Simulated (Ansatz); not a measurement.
With PBEsol in the plane-wave PAW code Ansatz, BAs in the hexagonal phase (P6_222; B on 3d, As on 3c) relaxes to a = 3.429 Å, c = 7.403 Å. Against the elements it lies at 0.38 eV/atom, with no fitted shifts.

The Kohn–Sham gap is 0.31 eV (indirect). The valence maximum lies at Γ and the conduction minimum at M (3 equivalent valleys). Gap from PBEsol with spin–orbit coupling: 0.30 eV. The electron mass is 0.19, 0.32, 0.32 mₑ (principal values). The hole mass is 0.20, 0.41, 0.41 mₑ (principal values).

The bulk modulus is 147 GPa. The relaxed-ion elastic constants in GPa are C11 = 335, C12 = 39.9, C13 = 65.7, C33 = 313, C44 = 169. The elastic constants imply a Debye temperature near 722 K. Perturbation theory gives ε∞ = 15.2 (xx = yy), 17.3 (zz). Letting the ions move raises it to ε0 = 15.4 (xx = yy), 17.3 (zz). Born charges are B -0.25, As +0.25 e. Without the LO–TO term the highest mode at Γ lies at 664 cm⁻¹.

The start of the workflow was typed in or built on a structure type; neither database checked (COD, Materials Project) lists it. It is not the phase usual at ambient conditions (space group No. 216). The cell was relaxed with PBEsol under the symmetry of its start; whether a distortion lowers the energy is not shown. Its formation energy is positive at this level, so the cell may be metastable or incomplete. The references are the lowest solids computed at this level, not always the standard phases. Spin–orbit coupling is left out wherever it is not named.

Potentials: the later of the program's two PAW sets.
